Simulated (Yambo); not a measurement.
Ba2CaMoO6 (space group Fm-3m, No. 225): one transition space (4×4×4 mesh, 16 valence and 6 conduction bands, Tamm-Dancoff) with different kernels in Yambo, on PBEsol orbitals; field along x. BSE alone uses the static screening with 96 bands and a 3 Ry block; its scissor and those of RPA and TDDFT come from G0W0, that of the TDHF-type run from bare exchange.

```json
[
 {"kernel": "BSE (screened electron-hole attraction)", "scissor (eV)": "1.46", "direct gap with it (eV)": "3.49", "lowest state (eV)": "2.69 (dark)", "rough cost": "1 (with the screening)"},
 {"kernel": "TDHF-type (unscreened attraction, exchange-only scissor)", "scissor (eV)": "10.34", "direct gap with it (eV)": "12.37", "lowest state (eV)": "6.77 (dark)", "rough cost": "about 1/2"}
]
```

Costs are rough.

These are vertical excitations (zero momentum). Spin singlets only. Strong means a line over 3 % of the spectrum's maximum, dark under 0.03 %. Absolute energies carry the error of the G0W0 scissor, whose convergence isn't established. Convergence of the binding with the mesh was not shown.

Spin-orbit coupling is not included.

Geometry of the Materials Project entry, not relaxed at this level; primitive cell a = 6.011 Å, b = 6.011 Å, c = 6.011 Å, α = 60.00°, β = 60.00°, γ = 60.00°.
